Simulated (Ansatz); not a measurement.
Below is a relaxed structure of BeCd₂Se₃. The cell was found from a structure generator's guess, not taken from experiment.

These are results of DFT PBE, scalar-relativistic, plane waves, PAW (Ansatz), not measurements. Cutoff 420 eV, Γ-centred mesh, Gaussian smearing, no spin polarisation.

```
Be Cd Se
1.0
     4.47104    0.00000    0.00000
     0.00000    4.47104    0.00000
     0.00000    0.00000    6.73479
Be Cd Se
1 2 3
Cartesian
  0.0000 0.0000 4.2579
  2.2355 2.2355 0.1944
  2.2355 2.2355 2.9621
  0.0000 0.0000 2.0755
  2.2355 0.0000 5.1714
  0.0000 2.2355 5.1714
```

Formation energies are uncorrected and refer to the elements' standard structures at the same level.

(1) Find its symmetry and describe it.

(2) How far does it lie from the elements in energy?

(3) Is it a metal?

## Answers

(1) P4mm (No. 99). Conventional cell: a = 4.471 Å, c = 6.735 Å. Be is surrounded by 1 Se at 2.18 Å, 4 Se at 2.41 Å and 4 Cd at 3.42 Å; Cd on its first site has 1 Cd at 2.77 Å and 4 Se at 2.84 Å; around Cd on its second site lie 1 Cd at 2.77 Å, 8 Se at 3.14–3.28 Å and 4 Be at 3.42 Å; Se on a site of symmetry 4mm has 1 Be at 2.18 Å and 4 Cd at 3.28 Å; 1 more site not described.

(2) −0.13 eV/atom. A negative formation energy is needed for stability but isn't enough: competing phases decide.

(3) Yes, bands cross the Fermi level on the 8×8×6 mesh.

The last run used an 8×8×6 mesh (in the run's order of axes) for its 6-atom cell and Gaussian smearing of 0.10 eV. The reference form of Se is held partly by dispersion forces, which this level lacks. A structure relaxed within its symmetry needn't be a true minimum.
